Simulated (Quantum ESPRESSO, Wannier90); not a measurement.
# W (bcc (W type)), plane waves to Wannier functions

```
W
1.0
   -1.58516     1.58516     1.58516
    1.58516    -1.58516     1.58516
    1.58516     1.58516    -1.58516
W
1
Cartesian
  0.00000   0.00000   0.00000
```

Cell from Materials Project (mp-91), symmetrised, no further relaxation. This is the element's usual structure. Method: PBEsol plane waves in Quantum ESPRESSO 7.5 (PseudoDojo norm-conserving files, 60 Ry, no spin polarisation, no spin-orbit coupling), Bloch states on a 12×12×12 mesh through Γ, Wannier90 4.0.1. Density: 18×18×18 mesh, cold smearing 0.01 Ry. Spin-orbit coupling is left out although heavy elements are present.

The lattice is scaled uniformly with fixed fractional positions, and at each scale an atom-like model (W spd; disentangled, num_iter = 0) is made. Listed is the largest hopping of each kind of orbital pair shown, with the distance of the two functions' centres at scale 1; the mesh was not varied.

```
scale  modulus of t, W1 pz–W1 pz at 3.17 Å (eV)  modulus of t, W1 pz–W1 dz2 at 3.17 Å (eV)  modulus of t, W1 px–W1 s at 2.75 Å (eV)
-----  ----------------------------------------  -----------------------------------------  ---------------------------------------
0.960                                     3.097                                      1.576                                    1.322
0.980                                     2.903                                      1.468                                    1.285
1.000                                     2.745                                      1.368                                    1.246
1.020                                     2.559                                      1.271                                    1.207
1.040                                     2.387                                      1.182                                    1.167
```

Q: With |t| ∝ d^(−η), find η for each hopping from the ends of the series.

A: 
- W1 pz–W1 pz at 3.17 Å: η = −ln(2.387/3.097)/ln(1.040/0.960) = 3.3
- W1 pz–W1 dz2 at 3.17 Å: η = −ln(1.182/1.576)/ln(1.040/0.960) = 3.6
- W1 px–W1 s at 2.75 Å: η = −ln(1.167/1.322)/ln(1.040/0.960) = 1.6
Harrison's rules would take η = 2.0, 3.5, 2.0 for these pairs; they describe atomic orbitals, while these are orthogonalised and change shape with the volume.
